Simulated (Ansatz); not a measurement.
Relaxed candidate structures of Ca:

**A**
```cif
data_Ca2
_chemical_formula_sum 'Ca2'
_space_group_name_H-M_alt 'P 1'
_space_group_IT_number 1
_cell_length_a 3.84867
_cell_length_b 3.84866
_cell_length_c 6.35472
_cell_angle_alpha 90.000
_cell_angle_beta 90.000
_cell_angle_gamma 120.000
loop_
_space_group_symop_operation_xyz
  'x, y, z'
loop_
_atom_site_label
_atom_site_type_symbol
_atom_site_fract_x
_atom_site_fract_y
_atom_site_fract_z
_atom_site_occupancy
Ca1 Ca 0.33333 0.66667 0.75000 1
Ca2 Ca 0.66667 0.33333 0.25000 1
```

**B**
```
Ca
1.0
    3.45962     0.00000     0.00000
    0.00000     3.45962     0.00000
    0.00000     0.00000     3.45962
Ca
1
Direct
  0.00000   0.00000   0.00000
```

**C**
```
CELL_PARAMETERS angstrom
      0.00000     4.21632     4.21632
      4.21632     0.00000     4.21632
      4.21632     4.21632     0.00000
ATOMIC_POSITIONS crystal
  Ca 0.75000 0.75000 0.75000
  Ca 0.50000 0.50000 0.50000
```

Q: Put the candidates in order of energy per atom, lowest first, for PBEsol (plane waves to 420 eV, PAW, scalar-relativistic; Ansatz, a first-principles code).

A: A (reference), B (+0.39 eV/atom), C (+1.11 eV/atom)

The lowest structure calculated, Fm-3m, cF4, fcc (Cu type), is not among these; it lies under 0.01 eV/atom below the lowest of them. Each run could gain symmetry but not lose that of its start, so entries can be saddle points. From databases, or of a type measured for this composition: P6₃/mmc, hP2, hcp (Mg type); Pm-3m, cP1, simple cubic type; the others are generated cells (placed on structure types, drawn at random, substituted or restacked) that were not matched to a known phase here. Energies are at zero temperature and pressure, without zero-point motion. The runs use different k-meshes, so differences are rounded accordingly. No spin polarisation in the result.
